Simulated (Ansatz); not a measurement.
Polymorphs of ZnSnN₂, each relaxed with PBEsol in the plane-wave PAW code Ansatz:

A: Pna2_1
a = 5.834 Å, b = 6.713 Å, c = 5.466 Å, α = β = γ = 90.00°

```csv
atom,site,symmetry,x,y,z
Zn,4a,1,0.4171,0.1251,0.4990
Sn,4a,1,0.0884,0.1249,0.9993
N,4a,1,0.0834,0.1269,0.3794
N,4a,1,0.0789,0.6230,0.3722
```

B: R-3m
a = b = 3.1649 Å, c = 15.4082 Å, α = β = 90.00°, γ = 120.00°

```json
[
 {"atom": "Zn", "site": "3a", "symmetry": "-3m", "x": "0.0000", "y": "0.0000", "z": "0.0000"},
 {"atom": "Sn", "site": "3b", "symmetry": "-3m", "x": "0.0000", "y": "0.0000", "z": "0.5000"},
 {"atom": "N", "site": "6c", "symmetry": "3m", "x": "0.0000", "y": "0.0000", "z": "0.2473"}
]
```

### Question
Order them by energy per atom at 0 K (lowest first) at the level PBEsol.

### Answer
A (+0 meV/atom), B (+233 meV/atom)

### Question
Give each one's gap.

### Answer
A 0.15 eV; B 0.68 eV.

Typed or built starts, not in the databases checked: B. Unstable at this level: B. All cells were relaxed under the symmetry of their starts (and spin orders); stability against distortions was not tested throughout. Scalar-relativistic: spin–orbit coupling is off unless named, which matters more the heavier the elements.

Energies hold the estimated change up to a 700 eV cutoff; steps of a few meV lie near the error of the meshes.

Potentials: the later of the program's two PAW sets.
